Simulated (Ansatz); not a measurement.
MoS₂:
```
MoS2
1.0
    3.17410     0.00000     0.00000
   -1.58705     2.74885     0.00000
    0.00000     0.00000    12.48679
Mo S
2 4
Direct
  0.33333   0.66667   0.25000
  0.66667   0.33333   0.75000
  0.33333   0.66667   0.62561
  0.66667   0.33333   0.12561
  0.66667   0.33333   0.37439
  0.33333   0.66667   0.87439
```

Relaxed with r²SCAN+D4. Special points in fractions of this cell's reciprocal vectors: Γ (0.000, 0.000, 0.000); M (0.500, 0.000, 0.000); K (0.333, 0.333, 0.000); A (0.000, 0.000, 0.500); L (0.500, 0.000, 0.500); H (0.333, 0.333, 0.500).

Q: List the band energies nearest the valence-band maximum at these points for DFT-r²SCAN+D4 with spin–orbit coupling in the program Ansatz with PAW potentials.

A: In eV from the valence-band maximum; about four levels below and three above (degenerate sets whole), none deeper than 8.9 eV; points with the same levels are listed once.

```csv
k,below,above
Γ,-1.09 -1.09 0.00 0.00,2.21 2.21 2.23 2.23
M,-1.42 -1.42 -1.32 -1.32,1.68 1.68 1.72 1.72
K,-0.83 -0.83 -0.63 -0.63,1.07 1.07 1.07 1.07
A,-0.29 -0.29 -0.29 -0.29,2.21 2.21 2.21 2.21
L,-1.36 -1.36 -1.36 -1.36,1.70 1.70 1.70 1.70
H,-0.81 -0.81 -0.66 -0.66,1.07 1.07 1.07 1.07
```

Space group P6_3/mmc. Symmetry was held in the r²SCAN+D4 relaxation. No spin polarisation was allowed.

Potentials: the later of the program's two PAW sets.
